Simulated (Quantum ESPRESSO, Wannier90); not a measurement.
# Tight-binding from DFT: CuCl (R3m)

```
begin unit_cell_cart
ang
    1.9052999126    1.1000254174    3.0543330000
   -1.9052999126    1.1000254174    3.0543330000
    0.0000000000   -2.2000508349    3.0543330000
end unit_cell_cart
begin atoms_frac
Cu   0.0113100000  0.0113100000  0.0113100000
Cl  -0.2443000000 -0.2443000000 -0.2443000000
end atoms_frac
```

Materials Project entry mp-22914; symmetrised, unrelaxed at this level. Not found in the COD (Crystallography Open Database) copy used, which has the formula in other groups; not checked further. The atoms lie within 0.1 Å of the higher space group F-43m. Level: PBE, no spin polarisation, no spin-orbit coupling; pw.x of Quantum ESPRESSO at 74 Ry with PseudoDojo potentials, 10×10×10 k-points, Wannier90. Density: 10×10×10 mesh, Gaussian smearing 0.01 Ry. A non-magnetic state is assumed, with no Hubbard U; filled 3d bands tend to lie too high at this level.

Bands 5-13 form an isolated set from -17.22 to 0.00 eV relative to the valence-band maximum (on the path) and are turned into 9 Wannier functions by minimising the spread from the start: SCDM (isolated).

Centres (Cartesian, Å; one of the equivalent choices) and spreads:

```tsv
n	x	y	z	spread (Å²)	nearest atom
1	0.027	-0.018	0.091	0.602	Cu1
2	-0.029	-0.013	0.111	0.600	Cu1
3	-0.013	-0.004	0.104	0.558	Cu1
4	0.017	0.025	0.119	0.595	Cu1
5	-0.002	0.009	0.098	0.558	Cu1
6	0.003	-0.001	-1.722	1.053	Cl2
7	0.000	0.495	-2.409	1.054	Cl2
8	-0.430	-0.246	-2.407	1.054	Cl2
9	0.427	-0.247	-2.413	1.055	Cl2
```

Ω_I = 6.30 Å², Ω_total = 7.13 Å²; the interpolated bands follow pw.x to 1.0 meV rms on the path. It is the lowest total spread that any start reached here.
